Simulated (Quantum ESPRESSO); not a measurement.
pw.x input (Quantum ESPRESSO 7.5; LDA, PseudoDojo standard norm-conserving files, scalar-relativistic):

```
&CONTROL
  calculation = 'scf'
  pseudo_dir = './pseudo'
  outdir = './out'
  tprnfor = .true.
  tstress = .true.
/
&SYSTEM
  ibrav = 0
  nat = 8
  ntyp = 4
  ecutwfc = 86.0
  ecutrho = 344.0
  occupations = 'smearing'
  smearing = 'fd'
  degauss = 0.002
  nbnd = 50
/
&ELECTRONS
  conv_thr = 8e-10
/
ATOMIC_SPECIES
F 18.9984 F.upf
S 32.0600 S.upf
Sr 87.6200 Sr.upf
Ag 107.8682 Ag.upf
CELL_PARAMETERS angstrom
  4.108630000000   0.000000000000   0.000000000000
  0.000000000000   4.108630000000   0.000000000000
  0.000000000000   0.000000000000   9.130100000000
ATOMIC_POSITIONS crystal
F   0.500000000000   0.500000000000   0.000000000000
F   0.000000000000   0.000000000000   0.000000000000
S   0.000000000000   0.500000000000   0.308290000000
S   0.500000000000   0.000000000000   0.691710000000
Sr   0.000000000000   0.500000000000   0.843940000000
Sr   0.500000000000   0.000000000000   0.156060000000
Ag   0.500000000000   0.500000000000   0.500000000000
Ag   0.000000000000   0.000000000000   0.500000000000
K_POINTS automatic
6 6 4 0 0 0
```

End of the output:

```

[...]
     the Fermi energy is     9.2666 ev
!    total energy              =    -900.44401181 Ry
     estimated scf accuracy    <          1.1E-10 Ry
     smearing contrib. (-TS)   =      -0.00000000 Ry
     internal energy E=F+TS    =    -900.44401181 Ry
     The total energy is F=E-TS. E is the sum of the following terms:
     one-electron contribution =    -530.06049067 Ry
     hartree contribution      =     301.68543512 Ry
     xc contribution           =    -159.89335168 Ry
     ewald contribution        =    -512.17560458 Ry
     convergence has been achieved in  11 iterations
     Forces acting on atoms (cartesian axes, Ry/au):
     atom    1 type  1   force =     0.00000000    0.00000000    0.00000000
     atom    2 type  1   force =     0.00000000    0.00000000    0.00000000
     atom    3 type  2   force =     0.00000000    0.00000000    0.01298117
     atom    4 type  2   force =     0.00000000    0.00000000   -0.01298117
     atom    5 type  3   force =     0.00000000    0.00000000    0.01145715
     atom    6 type  3   force =     0.00000000    0.00000000   -0.01145715
     atom    7 type  4   force =     0.00000000    0.00000000    0.00000000
     atom    8 type  4   force =     0.00000000    0.00000000    0.00000000
     Total force =     0.024486     Total SCF correction =     0.000024
     Computing stress (Cartesian axis) and pressure
          total   stress  (Ry/bohr**3)                   (kbar)     P=      -68.68
  -0.00047749   0.00000000   0.00000000          -70.24        0.00        0.00
   0.00000000  -0.00047749   0.00000000            0.00      -70.24        0.00
   0.00000000   0.00000000  -0.00044569            0.00        0.00      -65.56
```
In a gapped system the printed Fermi energy is only some level inside the gap.

Spin-orbit coupling is not included.

Geometry of the Materials Project entry, not relaxed at this level.
